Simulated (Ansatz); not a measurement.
GePt3 in space group Fm-3m (No. 225; Ge on 4a, Pt on 4b, Pt on 8c) at seven volumes, PBE (plane waves, PAW; program Ansatz), scaled uniformly. One row is withheld.

```tsv
V (Å³/atom)	P (GPa)
14.410	23.73
14.885	14.19
15.360	6.36
15.835	0.00
16.310	?
16.785	-9.55
17.260	-13.18
```

Question: Fit the shown pressures and predict the withheld one.

Answer: P = (3/2)B₀(x^(7/2) − x^(5/2))[1 + (3/4)(B′ − 4)(x − 1)] with x = (V₀/V)^(2/3). Least squares on the six rows gives V₀ = 15.833 Å³/atom, B₀ = 194 GPa, B′ = 5.57. At V = 16.310, x = 0.9804 and P = -5.30 GPa. The run itself gave -5.20 GPa.

The cell is a constructed one: a structure type filled with these elements; neither database checked (COD, Materials Project) lists it. Whether it is the stable phase at ambient conditions was not checked. The cell was relaxed with PBE under the symmetry of its start; whether a distortion lowers the energy is not shown. No spin polarisation was allowed. Scalar-relativistic: spin–orbit coupling is off unless named, which matters more the heavier the elements.

Potentials: the later of the program's two PAW sets.
